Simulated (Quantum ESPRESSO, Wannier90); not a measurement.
# BeSe (zinc blende), plane waves to Wannier functions

Materials Project entry mp-1541; symmetrised, unrelaxed at this level. COD (Crystallography Open Database) has an entry of this formula and space group (matched by these alone). Method: LDA plane waves in Quantum ESPRESSO 7.5 (PseudoDojo norm-conserving files, 71 Ry, no spin polarisation, no spin-orbit coupling), Bloch states on a 10×10×10 mesh through Γ, Wannier90 4.0.1. Density: 10×10×10 mesh, cold smearing 0.01 Ry. Spin-orbit coupling, left out, would split the p-like bands by a few tenths of an eV.

Input w.win:

```
num_bands = 15
num_wann = 8
exclude_bands = 1-6
num_iter = 0
conv_tol = 1.0e-6
conv_window = 4
dis_num_iter = 1000
dis_conv_tol = 1.0e-6
dis_froz_max = 11.11
write_hr = true
write_u_matrices = true
begin projections
Be: s;p
Se: s;p
end projections
begin unit_cell_cart
ang
    0.0000000000    2.5839700000    2.5839700000
    2.5839700000    0.0000000000    2.5839700000
    2.5839700000    2.5839700000    0.0000000000
end unit_cell_cart
begin atoms_frac
Be   0.0000000000  0.0000000000  0.0000000000
Se  -0.2500000000 -0.2500000000 -0.2500000000
end atoms_frac
mp_grid = 10 10 10
begin kpoints
0.0000000000 0.0000000000 0.0000000000
0.0000000000 0.0000000000 0.1000000000
0.0000000000 0.0000000000 0.2000000000
... (997 more lines: the 10x10x10 mesh through Gamma)
end kpoints
```

On the energy scale of pw.x, whose zero is arbitrary, the valence-band maximum lies at 7.09 eV. Lines of w_hr.dat (R1 R2 R3 m n Re Im, eV) for R = 0 and one of the shortest lattice vectors, rounded to 0.01 eV, lines under 0.02 eV left out; orbitals in order: Be1 s, Be1 pz, Be1 px, Be1 py, Se2 s, Se2 pz, Se2 px, Se2 py.

```
    0    0    0    1    1     9.82     0.00
    0    0    0    5    1    -1.81     0.00
    0    0    0    6    1    -1.55     0.00
    0    0    0    7    1    -1.55     0.00
    0    0    0    8    1    -1.55     0.00
    0    0    0    2    2    11.80     0.00
    0    0    0    5    2     1.58     0.00
    0    0    0    6    2     0.18     0.00
    0    0    0    7    2     1.49     0.00
    0    0    0    8    2     1.49     0.00
    0    0    0    3    3    11.80     0.00
    0    0    0    5    3     1.58     0.00
    0    0    0    6    3     1.49     0.00
    0    0    0    7    3     0.18     0.00
    0    0    0    8    3     1.49     0.00
    0    0    0    4    4    11.80     0.00
    0    0    0    5    4     1.58     0.00
    0    0    0    6    4     1.49     0.00
    0    0    0    7    4     1.49     0.00
    0    0    0    8    4     0.18     0.00
    0    0    0    1    5    -1.81     0.00
    0    0    0    2    5     1.58     0.00
    0    0    0    3    5     1.58     0.00
    0    0    0    4    5     1.58     0.00
    0    0    0    5    5    -2.54     0.00
    0    0    0    1    6    -1.55     0.00
    0    0    0    2    6     0.18     0.00
    0    0    0    3    6     1.49     0.00
    0    0    0    4    6     1.49     0.00
    0    0    0    6    6     7.78     0.00
    0    0    0    1    7    -1.55     0.00
    0    0    0    2    7     1.49     0.00
    0    0    0    3    7     0.18     0.00
    0    0    0    4    7     1.49     0.00
    0    0    0    7    7     7.78     0.00
    0    0    0    1    8    -1.55     0.00
    0    0    0    2    8     1.49     0.00
    0    0    0    3    8     1.49     0.00
    0    0    0    4    8     0.18     0.00
    0    0    0    8    8     7.78     0.00
   -1    0    0    1    1    -0.13     0.00
   -1    0    0    2    1     0.08     0.00
   -1    0    0    3    1     0.12     0.00
   -1    0    0    4    1     0.08     0.00
   -1    0    0    5    1    -1.81     0.00
   -1    0    0    6    1     1.55     0.00
   -1    0    0    7    1    -1.55     0.00
   -1    0    0    8    1     1.55     0.00
   -1    0    0    1    2    -0.08     0.00
   -1    0    0    2    2     0.26     0.00
   -1    0    0    3    2    -0.13     0.00
   -1    0    0    4    2     0.06     0.00
   -1    0    0    5    2    -1.58     0.00
   -1    0    0    6    2     0.18     0.00
   -1    0    0    7    2    -1.49     0.00
   -1    0    0    8    2     1.49     0.00
   -1    0    0    1    3     0.12     0.00
   -1    0    0    2    3     0.13     0.00
   -1    0    0    3    3    -0.54     0.00
   -1    0    0    4    3     0.13     0.00
   -1    0    0    5    3     1.58     0.00
   -1    0    0    6    3    -1.49     0.00
   -1    0    0    7    3     0.18     0.00
   -1    0    0    8    3    -1.49     0.00
   -1    0    0    1    4    -0.08     0.00
   -1    0    0    2    4     0.06     0.00
   -1    0    0    3    4    -0.13     0.00
   -1    0    0    4    4     0.26     0.00
   -1    0    0    5    4    -1.58     0.00
   -1    0    0    6    4     1.49     0.00
   -1    0    0    7    4    -1.49     0.00
   -1    0    0    8    4     0.18     0.00
   -1    0    0    2    5     0.03     0.00
   -1    0    0    3    5    -0.07     0.00
   -1    0    0    4    5     0.03     0.00
   -1    0    0    5    5    -0.04     0.00
   -1    0    0    7    5    -0.11     0.00
   -1    0    0    1    6    -0.06     0.00
   -1    0    0    2    6     0.07     0.00
   -1    0    0    3    6    -0.04     0.00
   -1    0    0    4    6     0.08     0.00
   -1    0    0    6    6     0.12     0.00
   -1    0    0    7    6     0.08     0.00
   -1    0    0    1    7     0.05     0.00
   -1    0    0    3    7    -0.09     0.00
   -1    0    0    5    7    -0.11     0.00
   -1    0    0    6    7    -0.08     0.00
   -1    0    0    7    7    -0.29     0.00
   -1    0    0    8    7    -0.08     0.00
   -1    0    0    1    8    -0.06     0.00
   -1    0    0    2    8     0.08     0.00
   -1    0    0    3    8    -0.04     0.00
   -1    0    0    4    8     0.07     0.00
   -1    0    0    7    8     0.08     0.00
   -1    0    0    8    8     0.12     0.00
```
